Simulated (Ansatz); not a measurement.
MoS2:
Space group P6₃/mmc (No. 194); a = 3.1741 Å, b = 3.1741 Å, c = 12.4868 Å, α = 90.00°, β = 90.00°, γ = 120.00°

```
atom  site  symmetry       x       y       z
----  ----  --------  ------  ------  ------
Mo      2c      -6m2  0.3333  0.6667  0.2500
S       4f       3m.  0.6667  0.3333  0.1256
```

Relaxed with r²SCAN+D4. DFT-r²SCAN+D4 in the program Ansatz with PAW potentials gives a gap of 1.06 eV.

Question: What gap does HSE06 give on the same cell (Ansatz, PAW)?

Answer: 1.47 eV, 0.42 eV more. The hybrid was solved on a coarser mesh and at special points; its gap is the smallest among all of these.

Cost on shared cores: the r²SCAN+D4 run (SCF on a 10×10×3 mesh, then bands and DOS) about 100 core-seconds (a rough figure), the HSE06 run (SCF on 6×6×2, then a few points) around 2.1 core-minutes (rough); the tasks are unlike.

Space group P6_3/mmc. The r²SCAN+D4 relaxation kept the symmetry of its start. The run is not spin-polarised. Spin–orbit coupling is left out wherever it is not named.

Potentials: the later of the program's two PAW sets.
